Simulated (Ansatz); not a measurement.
The start is a generated cell, Pt placed in the beta-W structure type. The structure is fully relaxed (lattice and positions, P = 0) with PBE (plane waves to 420 eV, PAW, scalar-relativistic; Ansatz, a first-principles code). The first steps use a coarse 7×7×7 k-mesh.

The start:
```yaml
crystal:
  lattice:
    - [4.97160, 0.00000, 0.00000]
    - [0.00000, 4.97160, 0.00000]
    - [0.00000, 0.00000, 4.97160]
  atoms:
    - { symbol: Pt, position: [0.25000, 0.00000, 0.50000] }
    - { symbol: Pt, position: [0.75000, 0.00000, 0.50000] }
    - { symbol: Pt, position: [0.00000, 0.50000, 0.25000] }
    - { symbol: Pt, position: [0.00000, 0.50000, 0.75000] }
    - { symbol: Pt, position: [0.50000, 0.25000, 0.00000] }
    - { symbol: Pt, position: [0.50000, 0.75000, 0.00000] }
    - { symbol: Pt, position: [0.00000, 0.00000, 0.00000] }
    - { symbol: Pt, position: [0.50000, 0.50000, 0.50000] }
```

**Question.** What pressure does the first self-consistent step give?

**Answer.** +14.4 GPa (positive: the cell is compressed).

**Question.** By how much does the energy per atom fall from start to end?

**Answer.** 0.04 eV/atom.

**Question.** How does the volume per atom move from start to end?

**Answer.** +5.6 %, from 15.36 to 16.23 Å³/atom.

**Question.** How do the shortest distances between atoms change?

**Answer.** The closest pairs of elements (up to four, under 3.6 Å), start → end: Pt–Pt 2.49 → 2.53 Å.

**Question.** Is the relaxed structure metallic? Give its gap.

**Answer.** No gap (metallic).

**Question.** Give the final cell and atomic positions.

**Answer.** 
Space group Pm-3n (No. 223); a = 5.0633 Å, b = 5.0633 Å, c = 5.0633 Å, α = 90.00°, β = 90.00°, γ = 90.00°

| atom | site | symmetry | x | y | z |
|---|---|---|---|---|---|
| Pt | 6c | -4m.2 | 0.0000 | 0.5000 | 0.2500 |
| Pt | 2a | m-3. | 0.0000 | 0.0000 | 0.0000 |

The space group stays Pm-3n (No. 223) (the run could not lower it), with 8 atoms in the primitive cell. Final values are on a 9×9×9 k-mesh of the relaxed cell. No spin polarisation in the result.

The run could not lower the symmetry of its start; a shaken copy of this end point relaxes with PBE to Fm-3m (No. 225), 0.26 eV/atom lower.

The relaxed structure here is a generated cell of Pt: the first start was made by placing the elements on the sites of a structure type, and the end was not matched to a known phase here, so it may be hypothetical. Known forms of Pt include space group No. 225.
